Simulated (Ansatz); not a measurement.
Relaxed-ion elastic tensor of Zr in space group P6/mmm (No. 191; Zr on 1b, Zr on 2c) in GPa (Voigt order), the program Ansatz at the LDA level (PAW); density 7.03 g/cm³, 21.56 Å³ per atom.

|  | 1 | 2 | 3 | 4 | 5 | 6 |
|---|---|---|---|---|---|---|
| 1 | 179 | 89.2 | 56.4 | 0.0 | 0.0 | 0.0 |
| 2 | 89.2 | 179 | 56.4 | 0.0 | 0.0 | 0.0 |
| 3 | 56.4 | 56.4 | 210 | 0.0 | 0.0 | 0.0 |
| 4 | 0.0 | 0.0 | 0.0 | 29.1 | 0.0 | 0.0 |
| 5 | 0.0 | 0.0 | 0.0 | 0.0 | 29.1 | 0.0 |
| 6 | 0.0 | 0.0 | 0.0 | 0.0 | 0.0 | 44.7 |

### Question
Is the crystal mechanically stable?

### Answer
Yes: the smallest eigenvalue of C is 29.1 GPa.

### Question
Work out the Voigt, Reuss and Hill averages.

### Answer
K_V = 108, K_R = 108, K_H = 108; G_V = 44.9, G_R = 39.5, G_H = 42.2 GPa.

### Question
Give Young's modulus, Poisson's ratio, Pugh's ratio and the universal anisotropy index.

### Answer
E = 9KG/(3K + G) = 112 GPa; ν = 0.33; K/G = 2.56 (ductile by the Pugh limit of 1.75); A_U = 5G_V/G_R + K_V/K_R − 6 = 0.68.

### Question
Estimate the sound speeds and the Debye temperature.

### Answer
v_l = √((K + 4G/3)/ρ) = 4830 m/s, v_t = √(G/ρ) = 2450 m/s, mean 2750 m/s; Θ = (h/k)(3n/4πV)^(1/3) v_m = 294 K.

### Question
How much does each axis shrink under pressure?

### Answer
Linear compressibilities β_i = Σ_j S_ij (j = 1 to 3): x 3.1, y 3.1, z 3.1 per TPa.

This is a known high-pressure phase of the composition, computed here at zero pressure and temperature. Symmetry was held in the LDA relaxation; its stability against distortions is not shown here. No spin polarisation was allowed. As this level gives no gap, shear constants depend on the k-mesh and smearing (Fermi–Dirac, 0.1 eV here).

Potentials: the later of the program's two PAW sets.
